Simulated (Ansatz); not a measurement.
Re2C:
Space group P6₃/mmc (No. 194); a = 2.8466 Å, b = 2.8466 Å, c = 9.8431 Å, α = 90.00°, β = 90.00°, γ = 120.00°

| atom | site | symmetry | x | y | z |
|---|---|---|---|---|---|
| Re | 4f | 3m. | 0.6667 | 0.3333 | 0.1083 |
| C | 2c | -6m2 | 0.3333 | 0.6667 | 0.2500 |

This is the r²SCAN-relaxed structure.

**Question.** All from r²SCAN in the plane-wave PAW code Ansatz, unless another level is named. Estimate the electronic character.

**Answer.** metallic (no gap).

**Question.** Give the formation energy from the elements (no fitted shifts).

**Answer.** -86 meV/atom.

**Question.** And the density of states at the Fermi level?

**Answer.** 0.25 states/eV per atom (mean over ±0.08 eV).

Space group P6_3/mmc. The workflow started from a Materials Project entry (that database holds measured and hypothetical structures alike); the Crystallography Open Database copy checked does not list it. Its standing as an ambient phase is unchecked. Symmetry was held in the r²SCAN relaxation; its stability against distortions is not shown here. The run is not spin-polarised. The references are the lowest solids computed at this level, not always the standard phases. Spin–orbit coupling is left out wherever it is not named.

Potentials: the later of the program's two PAW sets.
